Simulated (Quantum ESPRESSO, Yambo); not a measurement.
**Levels of theory for the gap of Li4WO5**

Li₄WO₅ (space group I4, No. 79): one geometry, one set of PBEsol (pw.x of Quantum ESPRESSO, ONCV potentials, no spin-orbit coupling) orbitals, self-energies from Yambo (4×4×4 Γ-centred k mesh, bands 6 to 106 and a 6 Ry block in the screening, 106 bands in G with the Bruneval-Gonze terminator, plasmon pole fitted at 27.2 eV).

The geometry is that of Materials Project entry mp-690542, symmetrised and not relaxed again.

```csv
level,"gap (0.25, -0.25, 0.25) → X (eV)","direct gap at (0.25, -0.25, 0.25) (eV)",rough Yambo cost
PBEsol (Quantum ESPRESSO),3.23,3.34,–
exchange only (Hartree-Fock self-energy on PBEsol orbitals),13.78,13.91,about 1/4 (12 states)
static COHSEX@PBEsol,6.04,6.17,within a factor of two (3 states)
"G0W0@PBEsol, plasmon pole",5.42,5.54,1 (12 states)
"G0W0@PBEsol, multipole fit to 8 frequencies, no terminator",5.48,5.60,within a factor of two (3 states)
"G0W0@PBEsol, plasmon pole, no terminator",5.52,5.65,"about 1/10 (3 states, screening reused)"
```

Bare exchange has no screening and gives the widest gap; static COHSEX screens it but leaves out the frequency dependence, which G0W0 restores. All rows use the PBEsol edge points; in the exchange only run other k points give a smaller gap, 13.68 eV.

Costs are rough ratios of core time on shared machines.

Nearest settings tried, and what they do to the gap: 51 bands in G: +67 meV; 3 Ry block (63 vectors against 151): +84 meV. Not varied: bands in W, mesh. So the settings aren't converged at that level.

Without spin-orbit coupling, band edges of such heavy elements can be off by tenths of an eV.

The structure is a Materials Project entry; no match was found in the copy of COD used, and its stability was not checked.
